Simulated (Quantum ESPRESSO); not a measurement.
# Planted mistakes on one cell of TaTi2O5F3

The results below are calculated, not measured. They come from pw.x of Quantum ESPRESSO 7.5, a plane-wave density functional program, with PseudoDojo standard norm-conserving files (v0.5 for PBE, v0.4.1 for LDA and PBEsol). The cells are made up: elements, strain and atom displacements were drawn at random, and nothing was relaxed. There is no spin polarisation, spin-orbit coupling or dispersion term.

The cell has 12 sites of a rutile lattice (two cells along c). Sites 1 to 4 hold Ta empty Ti Ti; sites 5 to 12 hold O F O F F O O O. Cell vectors in Å: (4.710, 0.000, 0.000); (0.000, 4.710, 0.000); (0.000, 0.000, 6.016). Settings: PBE, cutoff 1143 eV, 5 x 5 x 4 k mesh shifted by half a step, Fermi-Dirac smearing of 0.025 eV.

The intended run has a self-consistency threshold of 1e-07 eV, a smearing term of 0.000 eV, a pressure of -5.99 GPa and 19 iterations. Each further run changes one thing: all lengths scaled by 0.9817; atoms of sites 1 and 4 exchanged; cutoff 578 eV; files of LDA; k mesh 1 x 1 x 1; one electron added; smearing 0.81 eV; threshold 0.1 eV. A coarse mesh keeps the shift, and a charged cell sits in a uniform background.

| run | change of free energy (eV) | smearing term -TS (eV) | change of P (GPa) | largest change of a force component (eV/Å) | iterations |
| --- | --- | --- | --- | --- | --- |
| A | 0.007 | 0.000 | 0.27 | 0.071 | 11 |
| B | -2.374 | -6.806 | 6.87 | 1.701 | 19 |
| C | -0.325 | 0.000 | -0.68 | 1.291 | 21 |
| D | 21.766 | 0.000 | -96.93 | 0.463 | 19 |
| E | -0.045 | 0.000 | 10.42 | 0.628 | 19 |
| F | 9.083 | 0.000 | -11.05 | 0.446 | 20 |
| G | 8.973 | -0.022 | 19.11 | 0.847 | 21 |
| H | 0.493 | 0.000 | 1.25 | 0.605 | 25 |

A rerun of the intended cell at 1437 eV and k mesh 7 x 7 x 6 moved values by no more than 0.004 eV in the cell's energy, 0.03 GPa in stress and 0.002 eV/Å in force.

Question: which change belongs to which run?

## Worked reading

Run A has the fewest iterations, as a run stopped early does. Run B has the largest smearing term, as wide smearing gives. Run D has a higher energy and the largest fall in pressure, as too small a basis gives. Run E changes the volume by a factor of 0.9461; minus its pressure change over the logarithm of that factor, 188 GPa, is a rough bulk modulus with clamped atoms. Energies from files of another functional, or of a charged cell, have another zero and say nothing on stability; the pressure of a charged cell rests on the program's zero of potential too.

## Key

| run | change |
| --- | --- |
| A | threshold 0.1 eV |
| B | smearing 0.81 eV |
| C | atoms of sites 1 and 4 exchanged |
| D | cutoff 578 eV |
| E | all lengths scaled by 0.9817 |
| F | files of LDA |
| G | one electron added |
| H | k mesh 1 x 1 x 1 |